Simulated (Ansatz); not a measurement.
Ru2C:
```
Ru2C
1.0
    2.79096     0.00000     0.00000
   -1.39548     2.41704     0.00000
    0.00000     0.00000     4.98221
C Ru
1 2
Direct
  0.00000   0.00000   0.00000
  0.33333   0.66667   0.26549
  0.66667   0.33333   0.73451
```

Relaxed with r²SCAN. Special points in fractions of this cell's reciprocal vectors: Γ (0.000, 0.000, 0.000); M (0.500, 0.000, 0.000); K (0.333, 0.333, 0.000); A (0.000, 0.000, 0.500); L (0.500, 0.000, 0.500); H (0.333, 0.333, 0.500).

Problem. List the band energies nearest the Fermi level at these points for the program Ansatz at the r²SCAN level (PAW).

Solution. In eV from the Fermi level; about four levels below and three above (degenerate sets whole), none deeper than 8.9 eV; … stands for higher levels left out; points with the same levels are listed once.

```tsv
k	below	above
Γ	-1.33 -1.33 -0.92 -0.92	0.18 …
M	-5.75 -5.06 -3.37 -2.48	0.13 0.44 0.78
K	-3.72 -3.72 -0.73 -0.61 -0.61	2.08 2.08 2.09
A	-0.63 -0.63 -0.46 -0.46	1.63 …
L	-2.51 -2.21 -1.66 -1.44	0.93 0.99 1.05
H	-3.99 -3.18 -3.18 -1.57	0.18 0.18 1.49 1.49
```

Space group P-3m1. The cell is a constructed one: a structure type filled with these elements; neither database checked (COD, Materials Project) lists it. Its standing as an ambient phase is unchecked. The cell was relaxed with r²SCAN under the symmetry of its start; its stability against distortions is not shown here. The run is not spin-polarised. Spin–orbit coupling is left out wherever it is not named.

Potentials: the earlier of the program's two PAW sets.
